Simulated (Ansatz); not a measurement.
# Notes on Co2B2H

```xyz
5
Lattice="0.0000 3.1525 0.0000 3.1525 0.0000 0.0000 1.5762 1.5762 -4.2850" Properties=species:S:1:pos:R:3 pbc="T T T"
B     1.5762    1.5762   -1.0712
B     3.1525    3.1525   -3.2137
Co    1.5762    3.1525   -2.1425
Co    3.1525    1.5762   -2.1425
H     0.0000    0.0000    0.0000
```

Single point in Ansatz 0.2.0 with r2SCAN, no spin polarisation. Cutoff 500 eV, PAW datasets, 11×11×11 Γ-centred k mesh, fermi-dirac filling (width 0.0817 eV).

- Charges: Bader charges in e: Co -0.03, B -0.05, H +0.17. In the mean H gives up most and B takes most, against the order of Pauling's electronegativities.
- Electronic structure: It is a metal, with about 3 states/eV a cell as the mean within 0.25 eV of the Fermi level, mostly Co d (86 %).
- Stress: The pressure is 20.6 GPa (compression positive), so with the atoms held at these fractions the cell would first expand; the forces are large, so a full relaxation may end otherwise. The principal stresses -16.4, 39.1, 39.1 GPa differ, so its shape would change too.
- Formation energy: 0.94 eV an atom against the elements' usual phases (free molecules for gases, crystals otherwise, with no correction for O₂ or N₂), so at this geometry it isn't bound against them. Relaxing would lower it.
- Forces: The largest is on B2 (and as large on other atoms): 2.78 eV/Å, components (0.00, 0.00, -2.78). It makes 124° with the line to a nearest neighbour, Co3 at 1.91 Å.

Origin: a known structure type with other elements, at an estimated volume, so it need not be a known compound. Caveats: no spin polarisation, so a magnetic state may lie lower; atoms or cell far from equilibrium.
